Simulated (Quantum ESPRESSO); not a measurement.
Cheap against tight settings: KTaO3

```
CELL_PARAMETERS angstrom
      3.99488     0.00000     0.00000
      0.00000     3.99488     0.00000
      0.00000     0.00000     3.99488
ATOMIC_POSITIONS crystal
  K  0.50000 0.50000 0.50000
  Ta 0.00000 0.00000 0.00000
  O  0.00000 0.50000 0.00000
  O  0.50000 0.00000 0.00000
  O  0.00000 0.00000 0.50000
```
The cell comes from the Materials Project (a computed structure). It is KTaO3 in Pm-3m. Stability against distortions was not tested. The run has no spin polarisation.

Method: σ by PBE GIPAW on JTH datasets (Quantum ESPRESSO, modified build). The cutoff rises from row to row, with the meshes as listed. Costs are rough, from a shared machine. These are absolute shieldings with no macroscopic susceptibility term; δ = σ_ref − σ needs a reference computed alike. No spin–orbit coupling; Ta is the heaviest element present.

```json
[
 {"setting": "A", "cutoff (Ha)": "15.5", "k-mesh": "3×3×3 through Γ", "σ_iso K (ppm)": "1147.2", "σ_iso O (ppm)": "54.3", "f-sum rule missed by (%)": "2.5", "rough cost ratio": "about 1"},
 {"setting": "B", "cutoff (Ha)": "17.5", "k-mesh": "3×3×3 shifted", "σ_iso K (ppm)": "1119.0", "σ_iso O (ppm)": "-293.8", "f-sum rule missed by (%)": "1.5", "rough cost ratio": "about 1"},
 {"setting": "C", "cutoff (Ha)": "22.5", "k-mesh": "6×6×6 shifted", "σ_iso K (ppm)": "1138.4", "σ_iso O (ppm)": "-189.9", "f-sum rule missed by (%)": "0.05", "rough cost ratio": "4"},
 {"setting": "D", "cutoff (Ha)": "32.5", "k-mesh": "8×8×8 shifted", "σ_iso K (ppm)": "1138.8", "σ_iso O (ppm)": "-181.2", "f-sum rule missed by (%)": "0.01", "rough cost ratio": "10"}
]
```

Largest change from the last row but one to the last: σ_iso O (ppm) by 8.7.
